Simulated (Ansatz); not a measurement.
InBi:
```xyz
2
Lattice="0.0000 3.3784 3.3784 3.3784 0.0000 3.3784 3.3784 3.3784 0.0000" Properties=species:S:1:pos:R:3 pbc="T T T"
In     0.0000     0.0000     0.0000
Bi     5.0676     5.0676     5.0676
```

Relaxed with r²SCAN.

Question: Map the valence electron density (e/Å³), cut off at 1 on the plane through (0.000, 0.000, 0.000) spanned by u = [1, 0, 0] and v = [-1, 1, 1] in lattice vectors, from r²SCAN (plane waves, PAW; program Ansatz).

Answer: x is the fraction of u, y of v (the angle between them is 90°; rows are the nearest grid lines); atoms in the plane: In at (0.00, 0.00), Bi at (0.50, 0.75).
```
|9999942110000000112499999|
|9999942111111111112499999|
|9999532233444443322359999|
|9985333345799975433335799|
|2222223589999999853222222|
|1111123699999999963211111|
|0000123699999999963210000|
|0000113599999999953110000|
|0000011359999999531100000|
|0000001235799975321000000|
|0000000011222221100000000|
|0000000000111110000000000|
|0000000000000000000000000|
|0000000000000000000000000|
|0000000000000000000000000|
|0000000000000000000000000|
|0000000000000000000000000|
|0000000000000000000000000|
|1110000000000000000000111|
|2211000000000000000011122|
|9974210000000000000124799|
|9999421000000000001249999|
|9999942100000000012499999|
|9999942110000000112499999|
```
Scale: ten equal steps from 0.007 (start of '0') to 1.00 (end of '9'), in the order '0123456789'; x runs from 0.000 to 1.00, y from 0.000 (bottom) to 1.00 (top).

The density is the valence pseudo-density with augmentation charge, so density and ELF within about 1 Å of a nucleus are not all-electron values.

Space group F-43m (zinc blende). The first step of the workflow began from a Materials Project structure, measured or hypothetical; the Crystallography Open Database copy checked does not list it. COD files the formula under space group No. 129, so this cell is another polymorph or a model. With In and Bi taken as one species the cell has the higher symmetry Fd-3m, so it may be an ordered model of a mixed-site phase. Whether it is the stable phase at ambient conditions was not checked. The cell was relaxed with r²SCAN under the symmetry of its start; whether a distortion lowers the energy is not shown. Spin–orbit coupling is left out wherever it is not named.

Potentials: the later of the program's two PAW sets.
